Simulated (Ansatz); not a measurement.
AlN:
```
AlN
1.0
    3.13027     0.00000     0.00000
   -1.56513     2.71089     0.00000
    0.00000     0.00000     5.01808
Al N
2 2
Cartesian
  1.56513   0.90363   0.01691
  0.00000   1.80726   2.52595
  1.56513   0.90363   3.12039
  0.00000   1.80726   0.61135
```

Cartesian axes are those of the cell as given.

Give the high-frequency dielectric tensor and the Born effective charge tensors of the independent atoms from DFPT, DFT-PBE in the program Ansatz with PAW potentials.


ε∞:
```
4.48  0.00  0.00
0.00  4.48  0.00
0.00  0.00  4.70
```
Z* of atom 1 (Al), rows: field, columns: displacement, in e:
```
2.53  0.00  0.00
0.00  2.53  0.00
0.00  0.00  2.69
```
Z* of atom 3 (N), rows: field, columns: displacement, in e:
```
-2.53   0.00   0.00
 0.00  -2.53   0.00
 0.00   0.00  -2.69
```

Static charges for comparison (Bader): Al1 +2.43, N3 -2.43 e. Born charges measure polarisation by displacement and can exceed these by far.

Space group P6_3mc (wurtzite). The PBE relaxation kept the symmetry of its start; phonons on a q-mesh show no instability.

Potentials: the later of the program's two PAW sets.
